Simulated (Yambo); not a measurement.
Input:

```
SrNH
1.0
    7.54225     0.00000     0.00000
    0.00000     3.95268     0.00000
    0.00000     0.00000     5.59960
H N Sr
4 4 4
Direct
  0.01801   0.25000   0.10941
  0.98199   0.75000   0.89059
  0.48199   0.75000   0.60941
  0.51801   0.25000   0.39059
  0.11664   0.25000   0.23703
  0.88336   0.75000   0.76297
  0.38336   0.75000   0.73703
  0.61664   0.25000   0.26297
  0.35283   0.75000   0.19279
  0.64717   0.25000   0.80721
  0.14717   0.25000   0.69279
  0.85283   0.75000   0.30721
```

Workflow: norm-conserving LDA (Quantum ESPRESSO, 84 Ry, no spin-orbit coupling), then G0W0 in Yambo (2×4×2 Γ-centred k mesh, 243 bands and a 7 Ry block in the screening, 243 bands in G with the Bruneval-Gonze terminator, plasmon pole fitted at 27.2 eV).

Question: Give the LDA and G0W0 gaps between the band edges found on this mesh, and say where the edges lie.

Answer: Edges: Γ → (0, -0.5, 0). LDA: 1.85 eV; G0W0: 3.29 eV. Nearest settings tried, and what they do to the gap: 158 bands in G: +4 meV; 6 Ry block (279 vectors against 371): -55 meV; 1×2×2 mesh: -151 meV. Not varied: bands in W. So the settings aren't converged at that level. 

Geometry of the Materials Project entry, not relaxed at this level.

The structure is a Materials Project entry; no match was found in the copy of COD used, and its stability was not checked.
